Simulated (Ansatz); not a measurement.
BaTiO3:
```
BaTiO3
1.0
    3.97187     0.00000     0.00000
    0.00000     3.97187     0.00000
    0.00000     0.00000     4.11405
Ti Ba O
1 1 3
Direct
  0.50000   0.50000   0.45242
  0.00000   0.00000   0.93434
  0.50000   0.50000   0.89508
  0.50000   0.00000   0.41208
  0.00000   0.50000   0.41208
```

x, y and z are the axes in which the lattice vectors are written.

**Question.** Give the high-frequency dielectric tensor and the Born effective charge tensors of the independent atoms from DFPT, plane-wave PAW r²SCAN (Ansatz code).

**Answer.** 
ε∞:
```
5.69  0.00  0.00
0.00  5.69  0.00
0.00  0.00  4.98
```
Z* of atom 1 (Ti), rows: field, columns: displacement, in e:
```
6.80  0.00  0.00
0.00  6.80  0.00
0.00  0.00  5.29
```
Z* of atom 2 (Ba), rows: field, columns: displacement, in e:
```
2.71  0.00  0.00
0.00  2.71  0.00
0.00  0.00  2.85
```
Z* of atom 3 (O), rows: field, columns: displacement, in e:
```
-1.96   0.00   0.00
 0.00  -1.96   0.00
 0.00   0.00  -4.31
```
Z* of atom 4 (O), rows: field, columns: displacement, in e:
```
-2.09   0.00   0.00
 0.00  -5.45   0.00
 0.00   0.00  -1.92
```

Static charges for comparison (Bader): Ti1 +2.30, Ba2 +1.58, O3 -1.26, O4 -1.31 e. Born charges measure polarisation by displacement and can exceed these by far.

Space group P4mm. The r²SCAN relaxation kept the symmetry of its start. At this level the phase is dynamically unstable (imaginary phonons). The run is not spin-polarised. Scalar-relativistic: spin–orbit coupling is off unless named, which matters more the heavier the elements.

Potentials: the later of the program's two PAW sets.
